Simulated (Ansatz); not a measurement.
Input:

Ca2O:
```xyz
3
Lattice="1.7210 0.9936 5.8228 -1.7210 0.9936 5.8228 0.0000 -1.9873 5.8228" Properties=species:S:1:pos:R:3 pbc="T T T"
Ca     0.0000     0.0000    12.9817
Ca     0.0000     0.0000     4.4867
O      0.0000     0.0000     0.0000
```

This is the LDA-relaxed structure.

**Question.** All from plane-wave PAW LDA (Ansatz code), unless another level is named. Estimate the electronic character.

**Answer.** metallic (no gap).

**Question.** And the density of states at the Fermi level?

**Answer.** 0.73 states/eV per atom (mean over ±0.08 eV).

**Question.** Predict the formation energy from the elements (no fitted shifts).

**Answer.** -1.96 eV/atom.

Space group R-3m. The start of the workflow was typed in or built on a structure type; neither database checked (COD, Materials Project) lists it. Its standing as an ambient phase is unchecked. The cell was relaxed with LDA under the symmetry of its start; whether a distortion lowers the energy is not shown. The volume moved by -22 % from the start of the relaxation. The references are the lowest solids computed at this level, not always the standard phases (solids in place of the gases).

Potentials: the earlier of the program's two PAW sets. The files were generated under PBE; for other functionals the program regenerates the frozen cores, and for LDA and PBEsol the local potential too.
